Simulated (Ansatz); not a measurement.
# Structures of As2I: which is lowest?

Plane-wave DFT in Ansatz with scalar-relativistic PAW potentials, cutoff 420 eV, Γ-centred meshes chosen by cell and gap, Gaussian smearing with energies taken to zero width. Every cell was relaxed (cell and atoms) in a run of its own, within the symmetry of its start. Functional: PBE.

Relaxed structures (starts from databases or built by putting these elements on another compound's sites):
A. R-3m, 3 atoms in the computed cell, a = 3.632 Å, c = 23.130 Å; sites (symmetry × multiplicity) As 3m × 6, I -3m × 3; start: built
B. I4/mmm, 3 atoms in the computed cell, a = 3.758 Å, c = 12.417 Å; sites (symmetry × multiplicity) As 4mm × 4, I 4/mmm × 2; start: built

Q: Rank them by energy. Could pressure change the order?

A:
```tsv
structure	group	E − E(lowest) (meV/atom)	V (Å³/atom)	gap on mesh (eV)
A	R-3m	0.0	29.37	0.00
B	I4/mmm	103	29.22	0.00
```

A is lowest, 103 meV/atom under B. The two lowest differ in volume by under 3 %, too little for a first-order estimate of what pressure does to that pair (other pairs aren't weighed here); with rigid cells even 3 % in favour of the higher one would need about 19 GPa. Other structures may lie lower than all of these, and vibrations aren't counted.

Spin-orbit coupling is left out, which matters for the bands of heavy elements. Spin polarisation was left out, and a magnetic state may lie lower.